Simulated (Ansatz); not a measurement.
## Trial structures of Sc5Mo: starts and ends

Method: Ansatz 0.2.0, DFT PBE, scalar-relativistic, plane waves, PAW. All cells share a 420 eV cutoff and Γ-centred k meshes spaced at most about 0.3 Å⁻¹ (about 0.25 or finer for metals, 2π included). Collinear spin in cells that started with moments and kept them past the coarse steps, no spin elsewhere.

Each guess was relaxed in cell and atoms at zero pressure, within the symmetry of its start. These are static total energies at zero pressure. Coordination counts all near atoms (those within 1.25 times the shortest distance at each site; a plus sign parts nearer from farther groups; a slash parts the counts of unlike sites).

```
guess    made from  start group  V start (Å³/atom)  end group  V end (Å³/atom)  coordination at the end  gap on mesh (eV)  largest moment (μB)  E over the lowest end (meV/atom)
    1  random cell        F-43m               22.1      F-43m             35.1          Sc 1/12+6, Mo 4                 0                  0.0                               707
    2   ErZn5 type       P6/mmm               19.8          ?                ?                        ?                 ?                    ?                                 ?
    3  random cell       P4/mmm               21.9     P4/mmm             37.3             Sc 1/2, Mo 6                 0                    -                               546
    4   TmCu5 type        F-43m               17.3      F-43m             22.4         Sc 6+6/16, Mo 16                 0                  0.4                                 0
```

Guess 2 as it starts:

```yaml
crystal:
  lattice:
    - [5.60784, 0.00000, 0.00000]
    - [-2.80392, 4.85653, 0.00000]
    - [0.00000, 0.00000, 4.35575]
  atoms:
    - { symbol: Sc, position: [0.33333, 0.66667, 0.00000] }
    - { symbol: Sc, position: [0.66667, 0.33333, 0.00000] }
    - { symbol: Sc, position: [0.50000, 0.00000, 0.50000] }
    - { symbol: Sc, position: [0.50000, 0.50000, 0.50000] }
    - { symbol: Sc, position: [0.00000, 0.50000, 0.50000] }
    - { symbol: Mo, position: [0.00000, 0.00000, 0.00000] }
```

Problem. Predict the end of this guess and its energy over the lowest end.

Solution. It ends in space group P6/mmm (No. 191), with a = 5.507 Å, c = 5.361 Å, 23.5 Å³/atom and no gap, with moments up to 0.8 μB. It lies 180 meV/atom over the lowest end, above guess 4 and below guess 3. Counting all near atoms, this end has Sc 4+4/12, Mo 6+12 and the lowest (guess 4) has Sc 6+6/16, Mo 16.

Space group P6/mmm (No. 191). a = 5.507 Å, b = 5.507 Å, c = 5.361 Å, α = 90.00°, β = 90.00°, γ = 120.00°
```tsv
atom	site	symmetry	x	y	z
Sc	2c	-6m2	0.3333	0.6667	0.0000
Sc	3g	mmm	0.5000	0.0000	0.5000
Mo	1a	6/mmm	0.0000	0.0000	0.0000
```

Energies over the elements count from the elements' standard structures at the same level, with no fitted energy shifts.

Problem. Is the lowest end bound against the elements?

Solution. No: its formation energy is +0.56 eV/atom. The separate elements lie lower, so it is unstable against them.

Another magnetic order may lie lower. Cells relaxed within their symmetry can be saddle points. A lower structure may well exist outside this small set. Some structure types and database cells were kept out of the candidates from the start, so a known form may be missing.
